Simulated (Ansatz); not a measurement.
This run works on a generated trial structure, not on a known crystal.

Input and command of a plane-wave DFT calculation in Ansatz:

```yaml
crystal:
  lattice:
    - [4.68422174, 0.0, 0.0]
    - [0.0, 4.68422174, 0.0]
    - [0.0, 0.0, 4.68422174]
  atoms:
    - { symbol: Sr, position: [0.0, 0.0, 0.0] }
    - { symbol: Rh, position: [0.5, 0.5, 0.207] }
    - { symbol: Rh, position: [0.5, 0.5, 0.793] }
    - { symbol: Rh, position: [0.207, 0.5, 0.5] }
    - { symbol: Rh, position: [0.793, 0.5, 0.5] }
    - { symbol: Rh, position: [0.5, 0.207, 0.5] }
    - { symbol: Rh, position: [0.5, 0.793, 0.5] }
basis:
  ecutwfc: 420
kpoints:
  mp_grid: { grid: [4, 4, 4] }
hamiltonian:
  xc: pbe
scf:
  occupations: { method: gaussian, width: 0.1 }
  lower_state_search: "off"
output:
  forces: true
  stress: true
  eigenvalues: true
relax:
  adjacent_minimum: "off"
  f_tol: 0.04
  max_steps: 70
  cell: { stress_tol: 0.4 }
```

```bash
ansatz run input.yaml --threads 1 --pin off --max-ram 2048MiB --backend cpu --events-out ev --progress --plain --runs-dir out
```

Processor: Arm Neoverse N1, 1 thread, on a host shared with other jobs.

Q: How long does it run, and how much memory does it take?

A: About 2.5 min, peak memory 0.45 GiB. It solves 68 bands at 10 k points (after reduction by symmetry) with about 3887 plane waves (on the last cell), in 78 SCF iterations over 13 ionic steps.
